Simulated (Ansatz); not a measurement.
FeCo$_{3}$:
Space group P4/mmm (No. 123); a = 2.459 Å, b = 2.459 Å, c = 7.025 Å, α = 90.00°, β = 90.00°, γ = 90.00°

```csv
atom,site,symmetry,x,y,z
Fe,1a,4/mmm,0.0000,0.0000,0.0000
Co,2h,4mm,0.5000,0.5000,0.2566
Co,1b,4/mmm,0.0000,0.0000,0.5000
```
The run is spin-polarised.

Relaxed at zero pressure with DFT-PBEsol in the program Ansatz with PAW potentials.

Question: The volume is lowered by 6 % and shape and atoms relax at that volume. What pressure results, and how do the axes share the change?

Answer: 15.8 GPa; a -2.0 %, b -2.0 %, c -2.1 %; the energy rises by 30 meV/atom.

Question: Give the new structure.

Answer: 
Space group P4/mmm (No. 123); a = b = 2.4094 Å, c = 6.8780 Å, α = β = γ = 90.00°

```json
[
 {"atom": "Fe", "site": "1a", "symmetry": "4/mmm", "x": "0.0000", "y": "0.0000", "z": "0.0000"},
 {"atom": "Co", "site": "2h", "symmetry": "4mm", "x": "0.5000", "y": "0.5000", "z": "0.2551"},
 {"atom": "Co", "site": "1b", "symmetry": "4/mmm", "x": "0.0000", "y": "0.0000", "z": "0.5000"}
]
```

The phase is kept; no other phase was compared at this pressure.

The first step of the workflow began from a Materials Project structure, measured or hypothetical; the Crystallography Open Database copy checked does not list it. Its standing as an ambient phase is unchecked. The PBEsol relaxation kept the symmetry of its start; whether a distortion lowers the energy is not shown. The final state is ferromagnetic, chosen from 5 collinear starts compared on coarse meshes (ties went to the first, and starts can fall back to one state), not a proven ground state. Axis ratios of metals converge slowly with the k-mesh, so a and c are less sure than the volume.

Potentials: the later of the program's two PAW sets.
